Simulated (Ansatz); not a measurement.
All numbers below come from Ansatz, DFT PBE, scalar-relativistic, plane waves, PAW. Settings: cutoff 420 eV, Γ-centred meshes spaced at most about 0.3 Å⁻¹, and about 0.25 Å⁻¹ or finer for metals (2π included), Gaussian smearing. No spin polarisation in the final relaxations.

All energies are static (0 K, no zero-point motion).

Compare these two cells of MgCd2Se3, each relaxed at this level.

A.

Space group P-4m2 (No. 115). a = 3.846 Å, b = 3.846 Å, c = 11.544 Å, α = 90.00°, β = 90.00°, γ = 90.00°
```csv
atom,site,symmetry,x,y,z
Mg,1b,-4m2,0.5000,0.5000,0.0000
Cd,2g,2mm.,0.5000,0.0000,0.5968
Se,2g,2mm.,0.5000,0.0000,0.3534
Se,1a,-4m2,0.0000,0.0000,0.0000
```

B.

Space group P6/mmm (No. 191). a = 5.292 Å, b = 5.292 Å, c = 5.554 Å, α = 90.00°, β = 90.00°, γ = 120.00°
```
atom  site  symmetry       x       y       z
  Mg    1a     6/mmm  0.0000  0.0000  0.0000
  Cd    2d      -6m2  0.3333  0.6667  0.5000
  Se    2c      -6m2  0.3333  0.6667  0.0000
  Se    1b     6/mmm  0.0000  0.0000  0.5000
```

Task: Which would you expect to be lower, and how large is the difference?

Result: A is lower, by 159 meV/atom. A has space group P-4m2 (No. 115), 28.5 Å³/atom and a gap of 0.31 eV on its mesh; B has space group P6/mmm (No. 191), 22.4 Å³/atom and no gap. Counting Se atoms around Cd and Mg (those within 1.25 times the shortest such distance or 1.15 times the sum of covalent radii, 1.27 where that leaves under three; a plus sign parts nearer from farther groups), A has Mg 4, Cd 5 and B has Mg 2+6, Cd 2+3. In A, Mg is surrounded by 4 Se at 2.72 Å; Cd is surrounded by 5 Se at 2.78–2.81 Å; Se on a site of symmetry 2mm has 5 Cd at 2.78–2.81 Å; 1 more site not described. In B, Mg has 2 Se at 2.78 Å and 6 Se at 3.06 Å; Cd is surrounded by 2 Se at 2.78 Å, 3 Se at 3.06 Å and 3 Cd at 3.06 Å; Se on a site of symmetry -6m2 is surrounded by 2 Cd at 2.78 Å, 3 Mg at 3.06 Å and 3 Se at 3.06 Å; 1 more site not described. Both come from invented guesses. A third cell relaxed alike, in P-3m1, lies 173 meV/atom below the lower of the two.

No dispersion correction is applied, so the spacing and binding between layers, chains or molecules are poorly described (P-4m2), and this can change margins and order among such cells. Kohn–Sham gaps at this level usually fall short of measured ones. Cells relaxed within their symmetry can be saddle points.
